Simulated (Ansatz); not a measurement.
## 4 guesses for K₃LuN₂ and where they end

The calculation used Ansatz, DFT PBE, scalar-relativistic, plane waves, PAW. Settings: cutoff 420 eV, Γ-centred meshes spaced at most about 0.3 Å⁻¹, and about 0.25 Å⁻¹ or finer for metals (2π included), Gaussian smearing. No spin polarisation in the final relaxations.

Each guess was relaxed in cell and atoms at zero pressure, within the symmetry of its start. Temperature and zero-point effects are left out. Coordination counts N atoms around K and Lu (those within 1.25 times the shortest such distance or 1.15 times the sum of covalent radii; the shortest distance is added where it is long for a bond; a slash parts the counts of unlike sites).

```csv
guess,made from,start group,V start (Å³/atom),end group,V end (Å³/atom),coordination at the end,gap on mesh (eV),E over the lowest end (meV/atom)
1,Eu2Ge3Au type,P-6m2,26.7,P-6m2,19.3,"K 6, Lu 6",0,1016
2,random cell,P6/mmm,30.5,P6/mmm,39.9,"K 4 from 3.6 Å, Lu 2",0,0
3,random cell,I4/mmm,17.4,?,?,?,?,?
4,DyCo3B2 type,P6/mmm,23.4,P6/mmm,22.4,"K 4, Lu 6 from 3.4 Å",0,994
```

Guess 3 as it starts:

```cif
data_structure
_symmetry_space_group_name_H-M 'I4/mmm'
_symmetry_Int_Tables_number 139
_cell_length_a 6.1642
_cell_length_b 6.1642
_cell_length_c 5.4883
_cell_angle_alpha 90.000
_cell_angle_beta 90.000
_cell_angle_gamma 90.000
_cell_volume 208.54
loop_
_atom_site_label
_atom_site_type_symbol
_atom_site_symmetry_multiplicity
_atom_site_Wyckoff_symbol
_atom_site_fract_x
_atom_site_fract_y
_atom_site_fract_z
_atom_site_occupancy
K1 K 4 c 0.50000 0.00000 0.00000 1
K2 K 2 b 0.00000 0.00000 0.50000 1
Lu1 Lu 2 a 0.00000 0.00000 0.00000 1
N1 N 4 e 0.00000 0.00000 0.79312 1
```

Question: Fill in the missing row: what does this guess relax into, and where does it rank?

Answer: It ends in space group I4/mmm (No. 139), with a = 7.639 Å, c = 8.694 Å, 42.3 Å³/atom and no gap. It lies 0.52 eV/atom over the lowest end, above guess 2 and below guess 4. Counting N atoms around K and Lu, this end has K 2/8 from 4.3 Å, Lu 2 and the lowest (guess 2) has K 4 from 3.6 Å, Lu 2. The lowest (guess 2) holds N–N pairs (shortest 1.25 Å); in this end the shortest N–N distance is 3.80 Å.

```yaml
crystal:
  lattice:
    - [-3.81966, 3.81966, 4.34702]
    - [3.81966, -3.81966, 4.34702]
    - [3.81966, 3.81966, -4.34702]
  atoms:
    - { symbol: K, position: [0.00000, 0.50000, 0.50000] }
    - { symbol: K, position: [0.50000, 0.00000, 0.50000] }
    - { symbol: K, position: [0.50000, 0.50000, 0.00000] }
    - { symbol: Lu, position: [0.00000, 0.00000, 0.00000] }
    - { symbol: N, position: [0.78154, 0.78154, 0.00000] }
    - { symbol: N, position: [0.21846, 0.21846, 0.00000] }
```

Formation energies are uncorrected and refer to the elements' standard structures at the same level (N₂ as a molecule).

Question: Is the lowest end bound against the elements?

Answer: No: its formation energy is +0.19 eV/atom. A positive value: parting into the elements would lower its energy.

The zero gap of P-6m2 may come from the functional, which often closes small gaps, or the cell may be a true semimetal. A magnetic state wasn't ruled out in cells without spin, among them P6/mmm at 22.4 Å³/atom. Cells relaxed within their symmetry can be saddle points. A lower structure may well exist outside this small set. Some candidate types were left out of the draw beforehand, so a known form may be missing.
